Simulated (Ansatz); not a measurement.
Input:

TiBr₂:
```yaml
crystal:
  lattice:
    - [3.37842, 0.00000, 0.00000]
    - [-1.68921, 2.92579, 0.00000]
    - [0.00000, 0.00000, 6.53825]
  atoms:
    - { symbol: Br, position: [0.33333, 0.66667, 0.25531] }
    - { symbol: Br, position: [0.66667, 0.33333, 0.74469] }
    - { symbol: Ti, position: [0.00000, 0.00000, 0.00000] }
```

This is the LDA-relaxed structure. x, y and z are the axes in which the lattice vectors are written.

**Question.** All from DFT-LDA in the program Ansatz with PAW potentials, unless another level is named. Estimate the Hill bulk and shear moduli.

**Answer.** 31.1 and 14.6 GPa.

**Question.** Give the elastic constants (relaxed ions, GPa).

**Answer.** C11 = 94.7, C12 = 22.7, C13 = 14.0, C14 = -2.5, C33 = 31.0, C44 = 4.7.

Space group P-3m1 (CdI2 type). The workflow started from an entry of the Crystallography Open Database (COD). Whether it is the stable phase at ambient conditions was not checked. The cell was relaxed with LDA under the symmetry of its start; of distortions, only those at the zone centre were tested. No spin polarisation was allowed. The volume lies over 15 % below that of the usual cell of this phase: another minimum, or an error of the functional. A crystal of weakly bound layers computed without a dispersion correction: the cell and the soft elastic constants depend strongly on that. As this level gives no gap, shear constants depend on the k-mesh and smearing (Fermi–Dirac, 0.1 eV here).

Potentials: the later of the program's two PAW sets.
